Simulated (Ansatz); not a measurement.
**Cu: strain energy, fitted**

Cu, P6_3/mmc, a = 2.520 Å, c = 8.235 Å. This isn't the element's structure at ambient conditions. Ansatz: PBEsol, PAW, 420 eV, Γ-centred 24×24×6 mesh on 4 atoms, Gaussian smearing 0.10 eV; no spin polarisation. Series: biaxial strain in the a-b plane, c and atoms relaxed; x is the strain in per cent. y is the free energy over the unstrained cell, V0 = 11.321 Å³/atom.

```
x (%) y (meV/atom)
 -4.5             ?
 -3.0         23.38
 -1.5          5.34
  0.0          0.00
  1.5          5.39
  3.0         19.38
  4.5         40.22
```

Fit y = c2 x² + c3 x³ to the other rows, turn c2 into a modulus, and predict the missing energy.

Least squares on the rows shown. y = 2.3596 x² − 0.081444 x³. In eV per unit strain² c2 is 23.60; M is the biaxial modulus (E = M V0 ε²): 23.60 × 160.2 / (11.321) = 334 GPa. The unstrained cell keeps some stress along the strain, worth a slope of 0.18 meV/atom per %, which the form leaves out. At x = -4.5 the fit asked for gives 55.20 meV/atom. The run gave 56.28 meV/atom, so the fit is 1.08 meV/atom too low, 1.9 % of the span of the series, against an rms of 0.26 meV/atom on the fitted rows. The row lies outside the fitted range. With a term in x⁴ added, a fit to the same known rows predicts 53.58 meV/atom, further off still.